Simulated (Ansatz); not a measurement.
**SnAs under strong compression**

```
CELL_PARAMETERS angstrom
0.00000 2.87687 2.87687
2.87687 0.00000 2.87687
2.87687 2.87687 0.00000
ATOMIC_POSITIONS crystal
Sn 0.50000 0.50000 0.50000
As 0.00000 0.00000 0.00000
```

The base volume is that of a database entry, so it needn't be at zero pressure; the structure needn't be the stable phase, at rest or compressed.

Its volume is scaled at fixed shape and fractional positions.

All numbers are LDA results (scalar-relativistic) from Ansatz 0.2.0, with a Γ-centred 11×11×11 k mesh, Fermi–Dirac smearing of 0.05 eV, no spin polarisation. Methods: LAPW: all electrons, basis error target 1 meV/atom; PAW: frozen-core files, cutoff 420 eV; norm-conserving: pseudopotentials, cutoff 1088 eV.

Energies are extrapolated to zero smearing and count from the unscaled cell; pressure is positive in compression; gaps take the mesh and a band path. No temperature or zero-point motion is included.

Spin–orbit coupling is left out, which matters for the heavy atoms. The PAW files were made under PBE.

```
V/V0  V (Å³/atom)  P LAPW (GPa)  ΔE LAPW (eV/atom)  P PAW − LAPW (GPa)  ΔE PAW − LAPW (meV/atom)
1.00        23.81         -3.09              0.000               -0.01                       0.0
0.85        20.24             ?              0.075               -0.01                      -0.2
0.80        19.05          21.1                  ?               -0.01                      -0.2
0.55        13.10         154.7              2.785                0.07                       0.0
```

**Question.** Fill in "P LAPW (GPa)" for the row "0.85".

**Answer.** 12.15.

**Question.** Give the missing entry: row "0.80", column "ΔE LAPW (eV/atom)".

**Answer.** 0.198.

**Question.** From the table, what is the rise of the enthalpy H = E + pV up to the last row, and how stiff is the crystal between the last two rows?

**Answer.** ΔH = 2.785 eV + (154.7 GPa × 13.10 Å³ + 3.09 GPa × 23.81 Å³) × 0.006242 eV/(GPa·Å³) = 15.89 eV/atom, of which pV makes 82 %. The mean bulk modulus there is −ΔP/Δln V = 357 GPa.

**Question.** At the smallest volume, how far does norm-conserving lie from LAPW in pressure?

**Answer.** norm-conserving: +0.61 GPa, on a LAPW pressure of 154.7 GPa.

**Question.** How do the Löwdin populations by LAPW change from the unscaled cell to the last row?

**Answer.** Sn 5s 1.60 → 1.28, Sn 5p 2.16 → 2.48, As 4s 1.71 → 1.46, As 4p 3.51 → 3.77 electrons an atom. These are projections on the shells that the free atoms fill; 0.05 e a cell lies outside them at the start and 0.11 e at the end.
